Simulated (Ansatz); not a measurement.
# Y3ScO6 (R3m) at 3 levels of theory

One geometry, relaxed with PBE; plane waves with PAW potentials in Ansatz, scalar-relativistic. No spin polarisation. Gaps are the least over mesh and band path; pressure is positive in compression.

```cif
data_structure
_symmetry_space_group_name_H-M 'R3m:H'
_symmetry_Int_Tables_number 160
_cell_length_a 3.6342
_cell_length_b 3.6342
_cell_length_c 36.3275
_cell_angle_alpha 90.000
_cell_angle_beta 90.000
_cell_angle_gamma 120.000
_cell_volume 415.51
loop_
_atom_site_label
_atom_site_type_symbol
_atom_site_symmetry_multiplicity
_atom_site_Wyckoff_symbol
_atom_site_fract_x
_atom_site_fract_y
_atom_site_fract_z
_atom_site_occupancy
Y1 Y 3 a 0.66667 0.33333 0.17276 1
Y2 Y 3 a 0.66667 0.33333 0.00796 1
Y3 Y 3 a 0.00000 0.00000 0.09080 1
Sc1 Sc 3 a 0.00000 0.00000 0.25228 1
O1 O 3 a 0.66667 0.33333 0.24403 1
O2 O 3 a 0.66667 0.33333 0.07674 1
O3 O 3 a 0.00000 0.00000 0.19291 1
O4 O 3 a 0.00000 0.00000 0.02844 1
O5 O 3 a 0.00000 0.00000 0.30632 1
O6 O 3 a 0.33333 0.66667 0.13588 1
```

```csv
level,cutoff (eV),k mesh,gap (eV),pressure (GPa)
PBE,420,6×6×6,2.98,0.0
```

Q: What comes out on the same cell with r2SCAN, PBEsol?

A:
```csv
level,cutoff (eV),k mesh,gap (eV),pressure (GPa)
r2SCAN,500,6×6×6,3.39,-2.4
PBEsol,420,6×6×6,2.93,-5.1
```

The cell was found from a structure generator's guess, not taken from experiment.
